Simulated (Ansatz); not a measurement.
## Pressure against volume in KI2

It was reached by relaxing an invented guess, and it needn't be the stable form of this composition.

Level of theory: DFT PBE, scalar-relativistic, plane waves, PAW in Ansatz. Settings of the last relaxation (3-atom cell): 420 eV, 10×10×8 k points, Gaussian smearing of 0.10 eV, no spin polarisation.

Space group P4/mmm (No. 123). a = 4.712 Å, b = 4.712 Å, c = 6.537 Å, α = 90.00°, β = 90.00°, γ = 90.00°
| atom | site | symmetry | x | y | z |
| --- | --- | --- | --- | --- | --- |
| K | 1a | 4/mmm | 0.0000 | 0.0000 | 0.0000 |
| I | 2h | 4mm | 0.5000 | 0.5000 | 0.2519 |

The cell was set to several volumes, with shape and atoms relaxed at each where symmetry leaves them free. Pressure is positive in compression, and energies count from the lowest row. No row has a gap on its mesh.

| row | V (Å³/atom) | P (GPa) | ΔE (meV/atom) |
| --- | --- | --- | --- |
| 1 | 42.584 | 1.66 | 26.1 |
| 2 | 44.035 | 1.14 | 13.7 |
| 3 | 45.487 | ? | ? |
| 4 | 46.939 | 0.33 | 1.3 |
| 5 | 48.391 | 0.01 | 0.0 |
| 6 | 49.842 | -0.28 | 1.3 |
| 7 | 51.294 | -0.47 | 4.6 |
| 8 | 53.230 | -0.70 | 11.8 |

Question: Find B = −V·ΔP/ΔV from rows 4 and 6 and from rows 1 and 2, and from the two its slope B′ and its value B0 at zero pressure.

Answer: Rows 4 and 6 give −(46.939 + 49.842)/2 × (-0.28 − (0.33))/(49.842 − 46.939) = 10.2 GPa at a mean pressure of 0.02 GPa. Rows 1 and 2 give −(42.584 + 44.035)/2 × (1.14 − (1.66))/(44.035 − 42.584) = 15.5 GPa at a mean pressure of 1.40 GPa. So B′ = (15.5 − 10.2)/(1.40 − (0.02)) = 3.84 and B0 = 10.2 − 3.84 × (0.02) = 10.1 GPa. A third-order Birch–Murnaghan fit to all the energies gives B0 = 9.4 GPa and B′ = 5.1.

Question: Estimate the pressure and energy of row 3.

Answer: From row 5, V0 = 48.391 × (1 + (0.01)/10.1) = 48.439 Å³/atom. Murnaghan's form P = (B0/B′)·[(V0/V)^B′ − 1] gives (10.1/3.84) × [(48.439/45.487)^3.84 − 1] = 0.72 GPa; the computed pressure is 0.70 GPa, so the estimate is off by +0.02 GPa. The work of compression from row 4, with the mean of the two pressures, gives ΔE = 1.3 + (0.72 + 0.33)/2 × (46.939 − 45.487)/160.2 × 1000 = 6.1 meV/atom (1 eV/Å³ = 160.2 GPa); the computed value is 5.7 meV/atom.

Spin–orbit coupling, which can matter for I, is left out. An odd number of electrons in the primitive cell allows no gap without spin; a larger cell or a magnetic state could open one. The cell is a metal run without spin; a magnetic state may lie lower. All volumes keep the k mesh of the relaxed cell. A structure relaxed within its symmetry needn't be a true minimum.
